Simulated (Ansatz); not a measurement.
**Optical constants of P**

The calculation used DFT LDA, scalar-relativistic, plane waves, PAW (Ansatz). Plane waves to 420 eV; Γ-centred k mesh 20×20×20; Fermi-Dirac smearing of 0.15 eV. No spin polarisation.

The cell, relaxed at this level:
```xyz
1
Lattice="2.4137 0.0000 0.0000 0.0000 2.4137 0.0000 0.0000 0.0000 2.4137" Properties=species:S:1:pos:R:3 pbc="T T T"
P     0.0000    0.0000    0.0000
```

In a metal these results depend on the k mesh and the smearing.

Independent-particle response (no local fields, no excitons) on a 28×28×28 mesh, broadened by 0.1 eV; the Drude term is undamped and its weight carries the smearing above, which sets much of it in a semimetal. The run couldn't bound its error over part or most of this range, so small peaks and near ties are unsure. Light polarised along y. ε₁ lacks the small share of bands above those solved.

Task: Tabulate n, κ, the reflectivity and the absorption coefficient against photon energy.

Result:
```csv
E (eV),n,κ,R,α (10⁵ cm⁻¹)
0.1,0.01,123.16,1.00,12.48
0.5,0.09,24.15,1.00,12.24
0.9,0.29,12.69,0.99,11.58
1.3,1.71,8.08,0.91,10.64
1.7,0.79,6.85,0.94,11.79
2.1,0.62,4.42,0.89,9.41
2.5,3.34,2.79,0.50,7.07
2.9,3.87,5.40,0.71,15.86
3.3,1.76,5.18,0.80,17.32
3.7,1.19,4.38,0.80,16.41
4.1,0.91,3.73,0.79,15.49
4.5,0.77,3.11,0.76,14.19
4.9,0.76,2.38,0.65,11.81
5.3,2.08,1.21,0.24,6.50
5.7,2.31,2.77,0.50,15.98
6.1,2.09,3.27,0.59,20.19
6.5,1.36,3.23,0.66,21.27
6.9,1.15,3.02,0.67,21.15
7.3,0.92,2.89,0.69,21.35
7.7,0.77,2.71,0.71,21.19
8.1,0.66,2.55,0.72,20.95
8.5,0.58,2.41,0.72,20.72
8.9,0.51,2.28,0.73,20.54
9.3,0.46,2.16,0.73,20.33
9.7,0.41,2.04,0.73,20.09
10.1,0.37,1.94,0.74,19.86
10.5,0.33,1.84,0.74,19.61
10.9,0.30,1.75,0.75,19.32
11.3,0.28,1.66,0.75,19.01
11.7,0.26,1.57,0.75,18.66
```

Task: Where is the highest local maximum of ε₂ between 0.3 and 12 eV?

Result: At 2.9 eV, where ε₂ = 41.8.

This simple cubic form isn't the element's structure at ambient conditions.

Cost: 1 run of about 0.82 core-minutes, on Arm Neoverse V2 (shared hosts).